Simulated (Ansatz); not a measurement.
## Structure relaxation, TaAs

The start is a relaxed TaAs cell shaken by Gaussian noise of σ = 0.08 Å a coordinate. The cell and all atomic positions are relaxed at zero pressure with PBE (plane waves to 420 eV, PAW, scalar-relativistic; Ansatz, a quantum-chemistry and plane-wave program). First-step values are on the input's coarse k-mesh.

Ansatz input (later rounds restart from its end on a renewed k-mesh):
Ansatz 0.2 input:
```yaml
crystal:
  lattice:
    - [5.131075504, 0, 0]
    - [0, 5.131075504, 0]
    - [0, 0, 5.131075504]
  atoms:
    - { symbol: Ta, position: [0.1111515858, 0.1032772256, 0.1599072338] }
    - { symbol: Ta, position: [0.6665798971, 0.3462658854, 0.8539904599] }
    - { symbol: Ta, position: [0.8507013334, 0.6288150607, 0.3600921818] }
    - { symbol: Ta, position: [0.3502216086, 0.8733833396, 0.660509641] }
    - { symbol: As, position: [0.8208917292, 0.8402993223, 0.8594282746] }
    - { symbol: As, position: [0.3356559248, 0.6847659751, 0.1612835355] }
    - { symbol: As, position: [0.1188649943, 0.3712193544, 0.6624029206] }
    - { symbol: As, position: [0.6560342873, 0.1386478012, 0.3658884888] }
basis: { ecutwfc: 420, ecutrho_ratio: 4, xc_grid: 2, fft_grid_basis: typed }
kpoints: { mp_grid: { grid: [5, 5, 5] } }
hamiltonian:
  xc: pbe
  dispersion: none
  pseudopotentials: { kind: paw }
scf: { occupations: { method: fermi_dirac, width: 0.05 } }
relax: { f_tol: 0.01, max_steps: 100, cell: { stress_tol: 0.02 } }
output: { forces: true, stress: true }
```

Q: What is the largest force in the starting geometry, and on which atom (counted from 1)?

A: About 3.4 eV/Å, on As7 (atoms numbered as listed).

Q: By how much does the energy per atom fall from start to end?

A: 0.15 eV/atom.

Q: How do the shortest distances between atoms change?

A: The closest pairs of elements (up to four, under 3.6 Å), start → end: As–Ta 2.44 → 2.61 Å; Ta–Ta 2.96 → 3.15 Å; As–As 3.03 → 3.17 Å.

Q: What band gap does the relaxed structure have at this level?

A: Zero (metallic).

Final structure:

```cif
data_As4Ta4
_chemical_formula_sum 'Ta4 As4'
_space_group_name_H-M_alt 'P213'
_space_group_IT_number 198
_space_group_name_Hall 'P 2ac 2ab 3'
_cell_length_a 5.13108
_cell_length_b 5.13108
_cell_length_c 5.13108
_cell_angle_alpha 90.000
_cell_angle_beta 90.000
_cell_angle_gamma 90.000
loop_
_atom_site_label
_atom_site_type_symbol
_atom_site_symmetry_multiplicity
_atom_site_Wyckoff_symbol
_atom_site_fract_x
_atom_site_fract_y
_atom_site_fract_z
_atom_site_occupancy
Ta1 Ta 4 a 0.63883 0.63883 0.63883 1
As1 As 4 a 0.34484 0.34484 0.34484 1
```

Final values are on a 9×9×9 k-mesh of the relaxed cell. No spin polarisation in the result.

The relaxed structure here is a generated cell of TaAs: the first start was made by placing the elements on the sites of a structure type, and the end was not matched to a known phase here, so it may be hypothetical. Known forms of TaAs include space group No. 109.
